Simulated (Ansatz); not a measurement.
# ScPt (Pm-3m): what a change of settings does

```
Sc Pt
1.0
     3.22937    0.00000    0.00000
     0.00000    3.22937    0.00000
     0.00000    0.00000    3.22937
Sc Pt
1 1
Cartesian
  1.6147 1.6147 1.6147
  0.0000 0.0000 0.0000
```

Unless marked otherwise, the numbers come from LDA, PAW on Ansatz 0.2.0's default frozen-core files (fitted under PBE), scalar-relativistic. k mesh 14×14×14, strains of ±0.008, Fermi-Dirac smearing of 0.100 eV, cutoff 420 eV. The cell was relaxed by PAW under this functional.

With these settings the run gives C11 = 215.0, C44 = 60.7 GPa and B_V = 162.8 GPa (relaxed ions).

Question: The run is repeated in the same cell with basis.ecutwfc from its default to 18.4 Ry. What moves, and by how much?

Answer: C11: +12.97 %; C44: +26.97 %; B_V: +11.07 %. These settings are too loose or unsuited for a converged value.

Keep in mind: frozen-core PAW files fitted under PBE, their cores solved anew for the functional of the run; responses of metals move with mesh and smearing; no spin-orbit coupling on heavy atoms; basis or tolerance not converged; slopes at the two strain sizes disagree.
